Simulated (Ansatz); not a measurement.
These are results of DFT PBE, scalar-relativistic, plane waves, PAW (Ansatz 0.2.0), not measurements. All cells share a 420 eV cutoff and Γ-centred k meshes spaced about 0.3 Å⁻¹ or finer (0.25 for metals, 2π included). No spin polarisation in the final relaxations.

These are static total energies at zero pressure. All come from trial cells, and lower structures may exist.

Question: Order these relaxed structures of Cd3CuO by energy, lowest first, with the energy over the lowest of them.
A.

```
CELL_PARAMETERS angstrom
3.15098 0.00000 0.00000
0.00000 3.15098 0.00000
0.00000 0.00000 10.03130
ATOMIC_POSITIONS crystal
Cd 0.50000 0.50000 0.50000
Cd 0.50000 0.50000 0.16474
Cd 0.50000 0.50000 0.83526
Cu 0.00000 0.00000 0.00000
O 0.00000 0.00000 0.50000
```

B.

```
CELL_PARAMETERS angstrom
3.13960 0.00000 0.00000
0.00000 3.13960 0.00000
0.00000 0.00000 8.69727
ATOMIC_POSITIONS crystal
Cd 0.50000 0.50000 0.41578
Cd 0.00000 0.00000 0.06585
Cd 0.00000 0.00000 0.66378
Cu 0.50000 0.50000 0.85377
O 0.50000 0.50000 0.16101
```

C.

```
CELL_PARAMETERS angstrom
3.25655 0.00000 0.00000
0.00000 3.25655 0.00000
0.00000 0.00000 8.21730
ATOMIC_POSITIONS crystal
Cd 0.50000 0.50000 0.68968
Cd 0.50000 0.50000 0.31032
Cd 0.00000 0.00000 0.00000
Cu 0.00000 0.00000 0.50000
O 0.50000 0.50000 0.00000
```

Answer: C (0 meV/atom), B (12 meV/atom), A (109 meV/atom). Forms: C P4/mmm; B P4mm; A P4/mmm. Counting Cd or Cu atoms around O (for each partner element, those within 1.25 times its shortest distance or 1.15 times the sum of covalent radii, where it is the nearest in units of that sum or under 1.3): C has O 6; B has O 5; A has O 4.

For metals, differences of a few meV/atom aren't resolved. No Hubbard U is applied to the 3d shell of Cu. Cells relaxed within their symmetry can be saddle points; a later kick test found a lower structure for Cd3CuO P4/mmm. Some candidate types were left out of the draw beforehand, so a known form may be missing.
